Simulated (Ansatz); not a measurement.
**WP: pressure against volume**

WP, Pnma, a = 5.690 Å, b = 3.226 Å, c = 6.223 Å. The structure is a COD entry; whether it is the stable form wasn't checked. Ansatz: PBEsol, PAW, 420 eV, Γ-centred 6×12×6 mesh on 8 atoms, Gaussian smearing 0.10 eV; no spin polarisation. Shape and atoms are relaxed at each volume; pressure is positive in compression.

| V (Å³/atom) | P (GPa) |
| --- | --- |
| 13.421 | ? |
| 13.850 | 7.64 |
| 14.278 | -0.04 |
| 14.707 | -6.52 |
| 15.135 | -12.00 |

Task: Take V0 = 14.278 Å³/atom, count pressures from its P0 = -0.04 GPa, fit the third-order Birch–Murnaghan form to the other rows, and predict the missing pressure.

Result: With the Eulerian strain f = ½[(V0/V)^(2/3) − 1] and y = (P − P0)/[3f(1 + 2f)^(5/2)], the form is the line y = B0 + 1.5 B0 (B0′ − 4) f. Rows (f, y): 0.01025, 237.4; -0.00977, 232.3; -0.01906, 230.5. Means f = -0.006193, y = 233.40; Σ(Δf)² = 0.0004487, ΣΔfΔy = 0.1070; the slope is their ratio. y = 234.9 + 238.5 f GPa, so B0 = 234.9 GPa and B0′ = 4 + 2 × (238.5)/(3 × 234.9) = 4.68. At V = 13.421, f = 0.02106, y = 239.92 and P = 16.77 GPa. The run gave 16.67 GPa, so the fit is 0.10 GPa too high, a small miss on the scale of the series. The form still works here, 33 % of the fitted range beyond its end.

Spin–orbit coupling is left out, which can shift energies with elements as heavy as these.

Cost: 5 runs of about 9.4 core-minutes in all, on Intel Xeon 6975P-C (Granite Rapids) (shared hosts).